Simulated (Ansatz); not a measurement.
Base run

Ansatz input (lattice in Å, positions in fractions of it; a bare `kind: paw` takes the build's default datasets)
```yaml
crystal:
  lattice:
    - [0.0, 3.32, 3.32]
    - [3.32, 0.0, 3.32]
    - [3.32, 3.32, 0.0]
  atoms:
    - { symbol: In, position: [0.0052170205, 0.0052170205, 0.0052170205] }
    - { symbol: Sb, position: [0.25, 0.25, 0.25] }
kpoints:
  mp_grid: { grid: [4, 4, 4] }
hamiltonian:
  xc: hse06
  pseudopotentials: { kind: paw }
scf:
  occupations: { method: fermi_dirac, width: 0.05 }
output:
  forces: true
  stress: true
  eigenvalues: true
```

The calculation used Ansatz 0.2.0 development build, HSE06, plane waves, PAW datasets (generated soft set 1).

The cutoff used is 420 eV.

The stress includes the program's correction for the finite plane-wave basis.

It gives a pressure of -1.15 GPa and an rms force of 0.373 eV/Å.

Problem. What changes with an exchange cutoff ratio of 1?

Solution. The pressure doesn't move by more than 0.01 GPa, the forces move by 0.0 meV/Å (rms), and the free energy changes by +21.00 meV/atom.

Problem. What changes with an exchange cutoff ratio of 2?

Solution. The pressure is unchanged to within 0.01 GPa, the forces move by 0.0 meV/Å (rms), and the free energy changes by -0.05 meV/atom.

Problem. What changes with the regularized exchange singularity in place of the Wigner–Seitz cut?

Solution. The pressure is unchanged to within 0.01 GPa, the forces move by 0.0 meV/Å (rms), and the free energy changes by +0.10 meV/atom.

The k-mesh is coarse, so these values belong to this mesh and can lie far from the converged ones. The program warned that the forces were taken on a coarse exchange grid.
